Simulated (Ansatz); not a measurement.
Relaxing a structure of Mo

The start is a generated cell, Mo built in the AFLOW prototype A_oC8_64_f (A11, as in Ga). Cell shape, volume and atoms are optimised at zero target pressure with r2SCAN (plane waves to 500 eV, PAW, scalar-relativistic; Ansatz, a program for electronic structure). First-step values are on the input's coarse k-mesh.

Ansatz input (later rounds restart from its end on a renewed k-mesh):
Ansatz 0.2 input:
```yaml
crystal:
  lattice:
    - [2.0972442, -3.5522856, 0]
    - [2.0972442, 3.5522856, 0]
    - [0, 0, 4.1954158]
  atoms:
    - { symbol: Mo, position: [0.3451, 0.6549, 0.581] }
    - { symbol: Mo, position: [0.6549, 0.3451, 0.419] }
    - { symbol: Mo, position: [0.8451, 0.1549, 0.919] }
    - { symbol: Mo, position: [0.1549, 0.8451, 0.081] }
basis: { ecutwfc: 500, ecutrho_ratio: 4, xc_grid: 4, fft_grid_basis: typed }
kpoints: { mp_grid: { grid: [9, 9, 8] } }
hamiltonian:
  xc: r2scan
  dispersion: none
  pseudopotentials: { kind: paw }
scf: { occupations: { method: fermi_dirac, width: 0.05 } }
relax: { f_tol: 0.01, max_steps: 100, cell: { stress_tol: 0.02 } }
output: { forces: true, stress: true }
```

Outcome: The space group goes from Cmce (No. 64) to I4/mmm (No. 139); the end is AFLOW prototype A_tI4_139_e (as in Si), with 2 atoms in the primitive cell
Energy released: 0.53 eV/atom
Volume change: +17.2 %, from 15.63 to 18.31 Å³/atom
Shortest distances (start → end): The closest pairs of elements (up to four, under 3.6 Å), start → end: Mo–Mo 2.30 → 2.41 Å
Optimiser moves: 20

Final structure:

```cif
data_Mo4
_chemical_formula_sum 'Mo4'
_space_group_name_H-M_alt 'I4/mmm'
_space_group_IT_number 139
_space_group_name_Hall '-I 4 2'
_cell_length_a 3.13050
_cell_length_b 3.13050
_cell_length_c 7.47507
_cell_angle_alpha 90.000
_cell_angle_beta 90.000
_cell_angle_gamma 90.000
loop_
_atom_site_label
_atom_site_type_symbol
_atom_site_symmetry_multiplicity
_atom_site_Wyckoff_symbol
_atom_site_fract_x
_atom_site_fract_y
_atom_site_fract_z
_atom_site_occupancy
Mo1 Mo 4 e 0.00000 0.00000 0.16112 1
```
(The calculation used a cell of 2 atoms; values per cell refer to that cell.)

Final values are on a 21×21×21 k-mesh of the relaxed cell. The start holds a very short contact (Mo–Mo 2.30 Å). No spin polarisation in the result.

The run could not lose the symmetry of its start, so the end can be a saddle point.

The relaxed structure here is a generated cell of Mo: the first start was made by placing the elements on the sites of a structure type, and the end was not matched to a known phase here, so it may be hypothetical. Known forms of Mo include space group No. 229.
